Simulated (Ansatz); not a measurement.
This Ti3W2 structure is the end of a relaxation. The cell was found from a structure generator's guess, not taken from experiment.

The calculation used Ansatz, DFT PBE, scalar-relativistic, plane waves, PAW. Cutoff 420 eV, Γ-centred mesh, Gaussian smearing, no spin polarisation.

```xyz
10
Lattice="2.8359 0.0000 0.0000 -1.4179 2.4559 0.0000 0.0000 0.0000 24.0656" Properties=species:S:1:pos:R:3 pbc="T T T"
Ti    0.0000    1.6373   22.8915
Ti    0.0000    1.6373    8.4509
Ti    0.0000    1.6373   13.2633
Ti    1.4179    0.8186    1.1740
Ti    1.4179    0.8186   10.8022
Ti    1.4179    0.8186   15.6147
W     0.0000    1.6373   18.0375
W     0.0000    1.6373    3.6061
W     1.4179    0.8186   20.4595
W     1.4179    0.8186    6.0280
```

Formation energies are uncorrected and refer to the elements' standard structures at the same level.

(1) Find its symmetry and describe it.

(2) What is its formation energy per atom?

(3) Is it a metal?

Results:

(1) P-3m1 (No. 164), with Ti and W ordered on hcp sites. Conventional cell: a = 2.836 Å, c = 24.066 Å. Ti on its first site has 9 Ti at 2.84–2.86 Å and 3 W at 2.93 Å; around Ti on its second site lie 9 Ti at 2.84–2.87 Å and 3 W at 2.92 Å; Ti on its third site has 12 Ti at 2.84–2.96 Å; W on its first site is surrounded by 9 W at 2.84–2.92 Å and 3 Ti at 2.92 Å; 1 more site not described.

(2) +0.26 eV/atom. A positive value: parting into the elements would lower its energy.

(3) Yes, bands cross the Fermi level on the 18×18×2 mesh.

The last run used an 18×18×2 mesh (in the run's order of axes) for its 10-atom cell and Gaussian smearing of 0.10 eV. These runs have no spin–orbit coupling, which can matter for W. Symmetry constrained the relaxation, so the result can be a saddle point. Another cell of Ti3W2 relaxed alike, in I4/mmm, lies 237 meV/atom lower, so this cell isn't the stable form at this level.
